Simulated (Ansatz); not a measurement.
GaN (rock salt, Fm-3m) under volume change, plane-wave PAW r²SCAN (Ansatz code), scaled uniformly.

```
V (Å³/atom)  E − E(relaxed) (meV/atom)  P (GPa)
-----------  -------------------------  -------
8.530                             68.7    28.44
8.811                             28.8    17.36
9.092                              6.8     7.97
9.373                              0.0     0.01
9.654                              ___      ___
9.936                             23.0   -12.43
10.217                             ___      ___
```

**Question.** What belongs in the gaps?

**Answer.** 
- 10.217, E − E(relaxed) (meV/atom): 49.2
- 10.217, P (GPa): -17.25
- 9.654, E − E(relaxed) (meV/atom): 6.1
- 9.654, P (GPa): -6.73

**Question.** What does a third-order Birch–Murnaghan fit give for V₀, B₀ and B′?

**Answer.** V₀ = 9.37 Å³/atom, B₀ = 243 GPa, B′ = 4.5.

This is a known high-pressure phase of the composition, computed here at zero pressure and temperature. The r²SCAN relaxation kept the symmetry of its start; phonons on a q-mesh show no instability. Spin–orbit coupling is left out wherever it is not named.

Potentials: the later of the program's two PAW sets.
